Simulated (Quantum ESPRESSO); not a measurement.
HfTa2O6F2, input and log of a self-consistent run

A calculation, not a measurement. The program is pw.x of Quantum ESPRESSO 7.5 (plane-wave density functional theory). The cell is made up: 11 atoms on a fluorite lattice with one site empty, with randomly drawn elements, strain and displacements, not relaxed. PseudoDojo standard norm-conserving files (v0.5 for PBE, v0.4.1 for LDA and PBEsol) set the functional; there is no spin polarisation, spin-orbit coupling or dispersion term, and the masses in the input are unused placeholders. A spin-polarised start on this cell or one of its family kept no moment above 0.05 Bohr magneton at the same smearing; a narrower smearing was not tried.

The hafnium pseudopotential is less sure than the others, with forces about 3 percent (worst 6) and pressure in oxides about 1.5 GPa (worst 2.7) from a second method in checks, which no rerun with the same files tests.

Input:

```
&control calculation='scf', pseudo_dir='./dojo.nc.sr.pbe.v0_5.standard.upf', outdir='./o', disk_io='medium', tprnfor=.true., tstress=.true. /
&system ibrav=0, nat=11, ntyp=4, nbnd=50, ecutwfc=84.00895049, nosym=.true., tot_charge=0,
 occupations='smearing', smearing='fd', degauss=0.0018374661
/
&electrons conv_thr=7.350e-09, electron_maxstep=60, /
ATOMIC_SPECIES
F 1.0 F.upf
Hf 1.0 Hf.upf
O 1.0 O.upf
Ta 1.0 Ta.upf
CELL_PARAMETERS angstrom
5.0086 0.0 0.0
0.0 5.0086 0.0
0.0 0.0 5.0086
ATOMIC_POSITIONS angstrom
Hf 0.0143 0.0123 0.0116
Ta -0.0601 2.501 2.495
Ta 2.5349 -0.0011 2.4982
O 1.2062 1.3002 1.2729
F 1.289 1.264 3.7745
O 1.278 3.7281 1.2686
O 1.3157 3.7432 3.7616
F 3.744 1.1962 1.2502
O 3.7498 1.2556 3.7657
O 3.7361 3.7717 1.2314
O 3.7515 3.727 3.728
K_POINTS automatic
4 4 4 1 1 1
```

The log is shortened where brackets say so; the opening notice, blank lines, dates and the lines on written files are dropped, and the path of the files is cut. It prints rydbergs, bohrs and kilobars, and counts compression as positive stress. With no partly filled state, the Fermi energy that it prints is only some level between the filled and the empty states on the mesh, and need not lie in the true gap.

```
     Program PWSCF v.7.5
     Parallel version (MPI & OpenMP), running on       1 processor cores
     Number of MPI processes:                 1
     Threads/MPI process:                     1
     [start-up lines left out]
     bravais-lattice index     =            0
     lattice parameter (alat)  =       9.4649  a.u.
     unit-cell volume          =     847.9020 (a.u.)^3
     number of atoms/cell      =           11
     number of atomic types    =            4
     number of electrons       =        88.00
     number of Kohn-Sham states=           50
     kinetic-energy cutoff     =      84.0090  Ry
     charge density cutoff     =     336.0358  Ry
     scf convergence threshold =      7.3E-09
     mixing beta               =       0.7000
     number of iterations used =            8  plain     mixing
     Exchange-correlation= PBE
                           (   1   4   3   4   0   0   0)
     [axes and pseudopotential details left out]
   Cartesian axes
     site n.     atom                  positions (alat units)
         1        Hf     tau(   1) = (   0.0028551   0.0024558   0.0023160  )
         2        Ta     tau(   2) = (  -0.0119994   0.4993411   0.4981432  )
         3        Ta     tau(   3) = (   0.5061095  -0.0002196   0.4987821  )
         4        O      tau(   4) = (   0.2408258   0.2595935   0.2541429  )
         5        F      tau(   5) = (   0.2573573   0.2523659   0.7536038  )
         6        O      tau(   6) = (   0.2551611   0.7443397   0.2532844  )
         7        O      tau(   7) = (   0.2626882   0.7473546   0.7510282  )
         8        F      tau(   8) = (   0.7475143   0.2388292   0.2496107  )
         9        O      tau(   9) = (   0.7486723   0.2506888   0.7518468  )
        10        O      tau(  10) = (   0.7459370   0.7530448   0.2458571  )
        11        O      tau(  11) = (   0.7490117   0.7441201   0.7443198  )
     number of k points=    32  Fermi-Dirac smearing, width (Ry)=  0.0018
                       cart. coord. in units 2pi/alat
        k(    1) = (   0.1250000   0.1250000   0.1250000), wk =   0.0625000
        k(    2) = (   0.1250000   0.1250000   0.3750000), wk =   0.0625000
     [further k points left out]
     Dense  grid:    88327 G-vectors     FFT dimensions: (  60,  60,  60)
     Estimated max dynamical RAM per process >     150.09 MB
     Initial potential from superposition of free atoms
     starting charge      87.9963, renormalised to      88.0000
     Starting wfcs are   62 randomized atomic wfcs
     total cpu time spent up to now is       18.3 secs
     per-process dynamical memory:    90.8 Mb
     Self-consistent Calculation
     iteration #  1     ecut=    84.01 Ry     beta= 0.70
     Davidson diagonalization with overlap
     ethr =  1.00E-02,  avg # of iterations =  2.0
     total cpu time spent up to now is       56.6 secs
     total energy              =    -668.54967036 Ry
     estimated scf accuracy    <       4.83106956 Ry
     iteration #  2     ecut=    84.01 Ry     beta= 0.70
     Davidson diagonalization with overlap
     ethr =  5.49E-03,  avg # of iterations =  6.0
     total cpu time spent up to now is      110.9 secs
     total energy              =    -664.30824069 Ry
     estimated scf accuracy    <      42.00600779 Ry
     iteration #  3     ecut=    84.01 Ry     beta= 0.70
     Davidson diagonalization with overlap
     ethr =  5.49E-03,  avg # of iterations =  6.0
     total cpu time spent up to now is      165.2 secs
     total energy              =    -671.13254646 Ry
     estimated scf accuracy    <       1.51624725 Ry
     iteration #  4     ecut=    84.01 Ry     beta= 0.70
     Davidson diagonalization with overlap
     ethr =  1.72E-03,  avg # of iterations =  2.0
     total cpu time spent up to now is      194.6 secs
     total energy              =    -671.14058872 Ry
     estimated scf accuracy    <       0.62688469 Ry
     iteration #  5     ecut=    84.01 Ry     beta= 0.70
     Davidson diagonalization with overlap
     ethr =  7.12E-04,  avg # of iterations =  1.1
     total cpu time spent up to now is      219.4 secs
     total energy              =    -671.06359371 Ry
     estimated scf accuracy    <       0.31546047 Ry
     [iterations 6 to 12 left out]
     iteration # 13     ecut=    84.01 Ry     beta= 0.70
     Davidson diagonalization with overlap
     ethr =  7.06E-08,  avg # of iterations =  2.3
     total cpu time spent up to now is      478.0 secs
     total energy              =    -671.11475074 Ry
     estimated scf accuracy    <       0.00000126 Ry
     iteration # 14     ecut=    84.01 Ry     beta= 0.70
     Davidson diagonalization with overlap
     ethr =  1.43E-09,  avg # of iterations =  6.8
     total cpu time spent up to now is      522.1 secs
     total energy              =    -671.11475192 Ry
     estimated scf accuracy    <       0.00000153 Ry
     iteration # 15     ecut=    84.01 Ry     beta= 0.70
     Davidson diagonalization with overlap
     ethr =  1.43E-09,  avg # of iterations =  2.0
     total cpu time spent up to now is      547.1 secs
     total energy              =    -671.11475200 Ry
     estimated scf accuracy    <       0.00000020 Ry
     iteration # 16     ecut=    84.01 Ry     beta= 0.70
     Davidson diagonalization with overlap
     ethr =  2.27E-10,  avg # of iterations =  4.7
     total cpu time spent up to now is      570.1 secs
     total energy              =    -671.11475206 Ry
     estimated scf accuracy    <       0.00000001 Ry
     iteration # 17     ecut=    84.01 Ry     beta= 0.70
     Davidson diagonalization with overlap
     ethr =  1.23E-11,  avg # of iterations =  3.9
     total cpu time spent up to now is      591.7 secs
     End of self-consistent calculation
          k = 0.1250 0.1250 0.1250 ( 11041 PWs)   bands (ev):
   -59.3180 -59.3064 -51.5493 -25.8028 -25.7089 -25.6797 -25.5582 -25.5413
   -25.4671 -20.3804 -20.2389 -20.1157 -14.8050 -13.9914  -7.7794  -6.9935
    -6.8479  -6.4813  -6.2872  -5.5782   2.1528   2.3283   2.9676   3.0070
     3.3087   4.1398   4.5875   5.5699   5.7684   5.9457   6.1086   6.4836
     7.0500   7.3405   7.5837   7.6413   8.1116   8.3617   8.9034   9.2919
     9.4984   9.7832  10.1158  10.6805  12.0323  12.1957  12.4126  12.7055
    14.2549  14.3332
     [levels at the other k points left out]
     the Fermi energy is    11.4061 ev
!    total energy              =    -671.11475205 Ry
     estimated scf accuracy    <          6.1E-09 Ry
     smearing contrib. (-TS)   =      -0.00000000 Ry
     internal energy E=F+TS    =    -671.11475205 Ry
     The total energy is F=E-TS. E is the sum of the following terms:
     one-electron contribution =    -172.54774589 Ry
     hartree contribution      =     133.99949702 Ry
     xc contribution           =    -159.61298295 Ry
     ewald contribution        =    -472.95352023 Ry
     convergence has been achieved in  17 iterations
     Forces acting on atoms (cartesian axes, Ry/au):
     atom    1 type  2   force =     0.03877075   -0.13528052   -0.01446283
     atom    2 type  4   force =     0.03785450    0.19965971    0.01257606
     atom    3 type  4   force =    -0.04773139   -0.20960450    0.02364667
     atom    4 type  3   force =    -0.03287370   -0.04215215    0.08266265
     atom    5 type  1   force =    -0.00822861    0.00281122   -0.01591916
     atom    6 type  3   force =    -0.04018806    0.05796582    0.06538061
     atom    7 type  3   force =    -0.05199509    0.05687813   -0.07073858
     atom    8 type  1   force =    -0.01749832    0.03649879    0.00949575
     atom    9 type  3   force =     0.04312316   -0.02529077   -0.09483746
     atom   10 type  3   force =     0.03728699    0.02162078    0.07496570
     atom   11 type  3   force =     0.04147978    0.03689351   -0.07276941
     Total force =     0.409302     Total SCF correction =     0.000163
     Computing stress (Cartesian axis) and pressure
          total   stress  (Ry/bohr**3)                   (kbar)     P=     -107.41
  -0.00079530   0.00002007  -0.00030300         -116.99        2.95      -44.57
   0.00002007  -0.00078839   0.00001581            2.95     -115.98        2.33
  -0.00030300   0.00001581  -0.00060678          -44.57        2.33      -89.26
     init_run     :     17.13s CPU     18.17s WALL (       1 calls)
     electrons    :    542.63s CPU    573.37s WALL (       1 calls)
     forces       :      4.03s CPU      4.08s WALL (       1 calls)
     stress       :     16.36s CPU     17.12s WALL (       1 calls)
     [timing details left out]
     PWSCF        :   9m40.40s CPU  10m13.44s WALL
     JOB DONE.
```

In other units: free energy -9130.981 eV for the cell, pressure -10.74 GPa, largest force component 5.389 eV/Å. A rerun of a related cell, with the same atoms placed differently, at a cutoff of 1437 eV and k mesh 6 x 6 x 6 moved values by no more than 0.002 eV in energy, 0.05 GPa in stress and 0.006 eV/Å in force.